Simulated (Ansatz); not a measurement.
## Is this Li7Ge structure stable?

The structure comes from a generated guess, relaxed at this level; another structure or a mixture of phases may lie lower.

All numbers below come from DFT PBE, scalar-relativistic, plane waves, PAW (Ansatz). Plane waves to 420 eV, an 8×8×8 mesh through Γ for the 8-atom cell and 0.10 eV Gaussian smearing; no spin polarisation.

Space group P4/mmm (No. 123). a = 5.563 Å, b = 5.563 Å, c = 4.410 Å, α = 90.00°, β = 90.00°, γ = 90.00°
```tsv
atom	site	symmetry	x	y	z
Li	4k	m.2m	0.7712	0.7712	0.5000
Li	1c	4/mmm	0.5000	0.5000	0.0000
Li	2f	mmm.	0.5000	0.0000	0.0000
Ge	1a	4/mmm	0.0000	0.0000	0.0000
```

The zero of energy is the elements' standard structures at the same level; no fitted shifts are applied.

Question: These tests were run: energy against the elements; phonons on a 1×1×2 q mesh. What do they show?

Answer:

| test | result |
| --- | --- |
| energy against the elements | −0.15 eV/atom |
| phonons on a 1×1×2 q mesh | imaginary modes down to 43i cm⁻¹ |

It fails one test: phonons on a 1×1×2 q mesh. So it isn't even a local minimum.

The run for the phonons used an 8×8×8 k mesh and Fermi–Dirac smearing of 0.15 eV.
